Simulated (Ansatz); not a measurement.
A distorted cell of SiC (zinc blende):

```
CELL_PARAMETERS angstrom
      0.00000     4.37973     4.37973
      2.18986     2.18986     4.37973
      2.18986     2.18986     0.00000
ATOMIC_POSITIONS crystal
  C  0.00000 0.75761 0.74239
  C  0.50000 0.74239 0.75761
  Si 0.00000 0.00000 0.00000
  Si 0.50000 0.00000 0.00000
```

Computed with PBE (plane waves to 420 eV, PAW, scalar-relativistic; Ansatz, a quantum-chemistry and plane-wave program). k mesh 13×13×13 (Γ-centred), Fermi-Dirac smearing 0.05 eV. Compression counts positive. SiC was relaxed with its symmetry unable to fall. The PAW data are Ansatz's earlier set.

Q: What forces act on the atoms (eV/Å, Cartesian)?

A: 
```
atom     Fx     Fy      Fz
----  -----  -----  ------
C1    0.000  0.000  -0.951
C2    0.000  0.000   0.951
Si3   0.000  0.000   0.000
Si4   0.000  0.000   0.000
```

(For displaced atoms, the force is minus the slope of the energy, and its curvature is a force constant, which sets phonon frequencies.)
